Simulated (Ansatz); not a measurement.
Space group Pnma (No. 62). a = 6.329 Å, b = 6.840 Å, c = 4.372 Å, α = 90.00°, β = 90.00°, γ = 90.00°
```tsv
atom	site	symmetry	x	y	z
Y	4c	.m.	0.3690	0.2500	0.0612
F	4c	.m.	0.5232	0.2500	0.5897
F	8d	1	0.1650	0.0631	0.3777
```

Equation of state of this YF3 structure (not necessarily the ground state), with shape and atoms relaxed at each volume where symmetry leaves them free. Level of theory: Ansatz, DFT PBEsol, scalar-relativistic, plane waves, PAW.

Plane waves to 420 eV, a k mesh through Γ of 4×4×6 on the computed 16-atom cell and Gaussian smearing (0.02 eV); no spin polarisation.

| V (Å³/atom) | E − E(largest V) (meV/atom) | P (GPa) | gap on mesh (eV) |
| --- | --- | --- | --- |
| 10.408 | 66.68 | 21.09 | 8.54 |
| 10.763 | 27.65 | 14.32 | 8.38 |
| 11.118 | 2.50 | 8.59 | 8.23 |
| 11.472 | -11.04 | 3.79 | 8.06 |
| 11.827 | -15.01 | -0.01 | 7.89 |
| 12.182 | -12.49 | -1.92 | 7.69 |
| 12.537 | -8.52 | -2.29 | 7.60 |
| 13.010 | 0.00 | -3.78 | 7.49 |

Task: Does one Birch–Murnaghan curve describe these points?

Result: Not well: the fit leaves 0.59 meV/atom rms, which suggests a change of structure or state along the series.

The gaps are read on the mesh, which can miss the band edges, so they can be too wide.

Cost: 8 runs of about 64 core-minutes in all, on AMD EPYC (Zen 3) (shared hosts).